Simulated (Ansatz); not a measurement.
A geometry of Pb away from equilibrium: step 2 of the relaxation of a generated cell, Pb built in the black-P structure type. The numbers are results of r2SCAN (plane waves to 500 eV, PAW, scalar-relativistic; Ansatz, a quantum-chemistry and plane-wave program), not measurements. Γ-centred k-mesh 8×8×6 on the run's cell (coarser than for final values), Fermi–Dirac smearing 0.05 eV. The plane waves were selected for a different cell earlier on the path.

```
CELL_PARAMETERS angstrom
      2.21676    -6.72783     0.00000
      2.21676     6.72783     0.00000
      0.00000     0.00000     5.69805
ATOMIC_POSITIONS crystal
  Pb 0.39076 0.60924 0.56653
  Pb 0.60924 0.39076 0.43347
  Pb 0.89076 0.10924 0.93347
  Pb 0.10924 0.89076 0.06653
```

### Question
Give the Cartesian forces on all atoms (eV/Å).

### Answer
```tsv
atom	Fx	Fy	Fz
Pb1	0.00	0.31	-0.25
Pb2	0.00	-0.31	0.25
Pb3	0.00	0.31	0.25
Pb4	0.00	-0.31	-0.25
```

The path ends in Fmmm (No. 69) at a tolerance of 0.01 Å, I4/mmm (No. 139) at 0.1 Å. No spin polarisation in the result.

The run could not lower the symmetry of its start; a shaken copy of this end point relaxes with r2SCAN to I4/mmm (No. 139), 0.08 eV/atom lower.

The end of the path is a generated cell of Pb: the first start was made by placing the elements on the sites of a structure type, and the end was not matched to a known phase here, so it may be hypothetical. Known forms of Pb include space group No. 225.
